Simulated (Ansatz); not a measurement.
# Pressure against volume: Na

```
CELL_PARAMETERS angstrom
3.76700 0.00000 0.00000
-1.88350 3.26232 0.00000
0.00000 0.00000 6.15400
ATOMIC_POSITIONS crystal
Na 0.33333 0.66667 0.25000
Na 0.66667 0.33333 0.75000
```

The cell is a measured one (Crystallography Open Database entry 9011000); the temperature and pressure of the measurement aren't taken into account, and nothing was relaxed.

All numbers are computed: DFT, PBEsol, all-electron LAPW, scalar-relativistic (Ansatz 0.2.0); DFT, PBEsol, PAW with Ansatz's default frozen-core files, scalar-relativistic (Ansatz 0.2.0).

For LAPW: a Γ-centred 13×13×7 k mesh, Fermi–Dirac smearing of 0.05 eV, basis error target 0.25 meV/atom, no spin polarisation. PAW takes a cutoff of 420 eV at this cell (files made with PBE, cores remade for this functional). The Ansatz runs share mesh, smearing and spin set-up. Plane-wave (PAW) pressures include the program's estimate of the Pulay term.

The cell above is scaled evenly, with fractional coordinates and shape held.

```tsv
V/V(cell)	V (Å³/atom)	P, LAPW (GPa)	P, PAW (GPa)	free energy over the lowest listed, PAW (meV/atom)
0.9400	35.545	0.19	0.19	0.5
0.9600	36.301	0.02	0.02	0.0
0.9800	37.057	-0.14	-0.14	0.3
0.9900	37.436	-0.21	-0.21	0.7
1.0000	37.814	-0.28	-0.28	1.3
1.0100	38.192	-0.34	-0.35	2.0
1.0200	38.570	-0.41	-0.41	2.9
1.0400	39.326	-0.53	-0.53	5.1
1.0600	40.083	?	?	?
```

(1) Fill in the row V/V(cell) = 1.0600.

(2) What do Birch–Murnaghan fits to the pressures give?

Results:

(1) P, LAPW (GPa) = -0.63, P, PAW (GPa) = -0.63, free energy over the lowest listed, PAW (meV/atom) = 7.9.

(2) LAPW: V0 = 36.40 Å³/atom, B0 = 8 GPa, B0′ = 3.6; PAW: V0 = 36.38 Å³/atom, B0 = 8 GPa, B0′ = 3.6.
